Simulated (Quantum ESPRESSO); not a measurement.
```yaml
crystal:
  lattice:
    - [4.70294, 0.00000, 0.00000]
    - [0.00000, 4.70294, 0.00000]
    - [0.00000, 0.00000, 3.13289]
  atoms:
    - { symbol: Zn, position: [0.50000, 0.50000, 0.50000] }
    - { symbol: Zn, position: [0.00000, 0.00000, 0.00000] }
    - { symbol: F, position: [0.69686, 0.69686, 0.00000] }
    - { symbol: F, position: [0.30314, 0.30314, 0.00000] }
    - { symbol: F, position: [0.80314, 0.19686, 0.50000] }
    - { symbol: F, position: [0.19686, 0.80314, 0.50000] }
```
The cell comes from the Materials Project (a computed structure). It is ZnF2 in P4₂/mnm; whether this form has been observed was not checked. Stability against distortions was not tested.

A lattice sum over point charges, one formal value an element (Zn +2, F -1), with no Sternheimer factor, costs far less than a self-consistent run. Taken along the main axis of each site's self-consistent tensor, it gives:

```
site                  V along that axis, point charges (a.u.)
--------------------  ---------------------------------------
Zn (atoms 1, 2)                                         0.008
F (atoms 3, 4, 5, 6)                                   -0.086
```

How do the values of the PAW reconstruction of the field gradient on a scalar-relativistic PBE ground state (a modified build of Quantum ESPRESSO, JTH datasets) compare?


```tsv
site	Vzz, PAW (a.u.)	PAW over point charges
Zn	0.229	29
F	-0.938	11
```
  Cores are frozen. Against all-electron runs on small test molecules, this scheme's |Vzz| missed by +4 % on Zn, −6 to +4 % (−29 % in KF) on F.
